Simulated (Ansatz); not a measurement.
FeSi:
```
CELL_PARAMETERS angstrom
      4.44792     0.00000     0.00000
      0.00000     4.44792     0.00000
      0.00000     0.00000     4.44792
ATOMIC_POSITIONS crystal
  Fe 0.13600 0.13600 0.13600
  Fe 0.36400 0.86400 0.63600
  Fe 0.63600 0.36400 0.86400
  Fe 0.86400 0.63600 0.36400
  Si 0.84071 0.84071 0.84071
  Si 0.65929 0.15929 0.34071
  Si 0.34071 0.65929 0.15929
  Si 0.15929 0.34071 0.65929
```

Relaxed with PBE.

Task: Give the optical modes at the zone centre with their infrared activity from DFPT, the program Ansatz at the PBE level (PAW).

Result: Transverse frequencies, without the LO–TO term; a row sums one degenerate level.

```tsv
ω (cm⁻¹)	degeneracy	IR ((D/Å)²/amu)	activity	symmetry
209	2	0.00	IR-inactive	E
231	3	37.66	IR	T
239	1	0.00	IR-inactive	A
299	3	0.00	IR-inactive	T
339	3	132.64	IR	T
340	2	0.00	IR-inactive	E
361	3	42.67	IR	T
402	1	0.00	IR-inactive	A
464	3	72.95	IR	T
```

Task: How high does the top mode go among those that the LO–TO term moves?

Result: 475 cm⁻¹ for q along x.

Space group P2_13. The cell was relaxed with PBE under the symmetry of its start. The workflow began spin-polarised and lost its moments.

Potentials: the later of the program's two PAW sets.
